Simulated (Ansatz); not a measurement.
YN (rock salt)

```
YN
1.0
    0.00000     2.42808     2.42808
    2.42808     0.00000     2.42808
    2.42808     2.42808     0.00000
N Y
1 1
Direct
  0.00000   0.00000   0.00000
  0.50000   0.50000   0.50000
```

Equation-of-state scan: isotropic scaling of the cell above, V₀ being its volume. Symmetry pins the atoms to their sites.

All values below come from PBEsol (plane waves to 420 eV, PAW, scalar-relativistic; Ansatz, a program for electronic structure). k mesh 12×12×12 (Γ-centred), Fermi-Dirac smearing 0.05 eV. The energy includes the smearing's −TS. Compression counts positive. YN is run without spin polarisation. YN was relaxed with its symmetry unable to fall. The zero of ΔE is the relaxed starting cell.

| V (Å³/atom) | ΔE (meV/atom) |
|---|---|
| 12.883 | 91.7 |
| 13.170 | 56.5 |
| 13.456 | 30.6 |
| 13.742 | 13.1 |
| 14.029 | 3.2 |
| 14.315 | 0.0 |
| 14.601 | 3.0 |
| 14.888 | 11.4 |
| 15.174 | withheld |
| 15.460 | 42.8 |
| 15.746 | 64.8 |

Fit a third-order Birch-Murnaghan form (E₀, V₀, B₀, B₀′ free) to the given rows and predict ΔE at V = 15.174.

Least squares on the 10 given rows: ΔE = E₀ + (9V₀B₀/16)·y²·[2 + (B₀′ − 4)y], y = (V₀/V)^(2/3) − 1, with V₀ = 14.315 Å³/atom, B₀ = 171.1 GPa (160.2 GPa = 1 eV/Å³; the term in eV is multiplied by 1000), B₀′ = 4.17, E₀ = 0.00 meV/atom; root-mean-square residual 0.03 meV/atom. At 15.174 the fit gives 24.9 meV/atom; the calculation gives 24.9 meV/atom, the same to the digits shown. For the pressure the fit gives -8.8 GPa against the computed -8.8 GPa.

(A scan under strain: stresses follow from slopes of the energy per volume, elastic moduli from its curvatures.)
